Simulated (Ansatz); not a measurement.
ZrGeTe:
```yaml
crystal:
  lattice:
    - [3.84519, 0.00000, 0.00000]
    - [0.00000, 3.84519, 0.00000]
    - [0.00000, 0.00000, 8.54722]
  atoms:
    - { symbol: Ge, position: [0.00000, 0.00000, 0.00000] }
    - { symbol: Ge, position: [0.50000, 0.50000, 0.00000] }
    - { symbol: Te, position: [0.00000, 0.50000, 0.62014] }
    - { symbol: Te, position: [0.50000, 0.00000, 0.37986] }
    - { symbol: Zr, position: [0.00000, 0.50000, 0.24820] }
    - { symbol: Zr, position: [0.50000, 0.00000, 0.75180] }
```

Relaxed with PBEsol.

Problem. Map the valence electron density (e/Å³), cut off at 2 on the plane through (0.000, 0.000, 0.000) spanned by u = [1, 0, 0] and v = [0, 0, 1] in lattice vectors, from DFT-PBEsol in the program Ansatz with PAW potentials.

Solution. x is the fraction of u, y of v (the angle between them is 90°; rows are the nearest grid lines); atoms in the plane: Ge at (0.00, 0.00), Te at (0.50, 0.38), Zr at (0.50, 0.75).
```
|@@@@-.        .-@@@@|
|@@@=:..      ..:=@@@|
|%*=:...      ...:=*%|
|....................|
|    ..-#@@@@#-..    |
|    .-@@@@@@@@-.    |
|    .=@@@@@@@@=.    |
|     :*@@@@@@*:     |
|      .:=++=:.      |
|                    |
|                    |
|       ......       |
|     .:-=++=-:.     |
|    .:+@@@@@@+:.    |
|   ..-@@@@@@@@-..   |
|   .:-#@@@@@@#-:.   |
|    .::=#@@#=::.    |
|      ........      |
|                    |
|                    |
|...              ...|
|%*=:.          .:=*%|
|@@@=:.        .:=@@@|
|@@@@-.        .-@@@@|
```
Scale: ten equal steps from 0.052 (start of ' ') to 2.00 (end of '@'), in the order ' .:-=+*#%@'; x runs from 0.000 to 1.00, y from 0.000 (bottom) to 1.00 (top).

The density is the valence pseudo-density with augmentation charge, so density and ELF within about 1 Å of a nucleus are not all-electron values.

Space group P4/nmm. The workflow started from an entry of the Crystallography Open Database (COD). Whether it is the stable phase at ambient conditions was not checked. Symmetry was held in the PBEsol relaxation; its stability against distortions is not shown here. The run is not spin-polarised. Scalar-relativistic: spin–orbit coupling is off unless named, which matters more the heavier the elements.

Potentials: the later of the program's two PAW sets.
